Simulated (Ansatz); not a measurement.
GdRh (Pm-3m); volume scaled by 0.86.

```xyz
2
Lattice="3.2666 0.0000 0.0000 0.0000 3.2666 0.0000 0.0000 0.0000 3.2666" Properties=species:S:1:pos:R:3 pbc="T T T"
Gd    0.0000    0.0000    0.0000
Rh    1.6333    1.6333    1.6333
```

The reference geometry is a structure as deposited in COD; nothing is relaxed.

Functional, mesh and filling: r²SCAN, 8×8×8 k mesh, Fermi–Dirac smearing of 0.03 eV. AE-PAW is all-electron PAW in Ansatz 0.2.0 on datasets made for the crystal. Site moments are integrated in spheres about the atoms. Start moments (μB): Gd1 7.

Iteration by iteration:

```
iteration  Harris–Foulkes energy less the last (meV)  density residual (eV)  M (μB)  ∫|m| (μB)
        1                                     26.198                7.2e-03  6.9814     7.5797
        2                                     18.161                5.9e-03  6.9810     7.5801
        3                                      6.736                5.1e-03  6.9805     7.5752
        4                                     -0.076                1.4e-03  6.9800     7.5765
        5                                      0.027                6.9e-04  6.9793     7.5806
        6                                      0.038                3.0e-04  6.9775     7.5840
        7                                      0.021                2.1e-04  6.9769     7.5842
        8                                      0.005                2.4e-05  6.9747     7.5859
        9                                      0.010                2.3e-06  6.9736     7.5871
       10                                      0.005                1.6e-06  6.9735     7.5873
       11                                      0.001                6.5e-07  6.9732     7.5877
       12                                      0.000                1.5e-07  6.9731     7.5879
       13                                      0.000                3.7e-08  6.9730     7.5882
       14                                      0.000                1.5e-08  6.9729     7.5883
       15                                      0.000                2.6e-09  6.9728     7.5884
       16                                      0.000                4.9e-10  6.9728     7.5886
```

Site moments (μB): Gd1 7.04, Rh2 -0.30. Cell moment 6.97 μB.

Without U a semilocal functional puts the f levels too near the Fermi level, which can change moments and the order of magnetic states; site and cell moments are spin moments. Spin–orbit coupling is left out although heavy atoms are present. In at least one run the program's final test of stability wasn't made or came to no verdict. With open f shells a run can end in a state that isn't the lowest. r²SCAN is known to give itinerant transition metals moments and polarisation energies that are too large. None of this fixes the real material's magnetic order: only patterns that fit the cell were computed, at zero temperature, with a functional that can overstate moments.
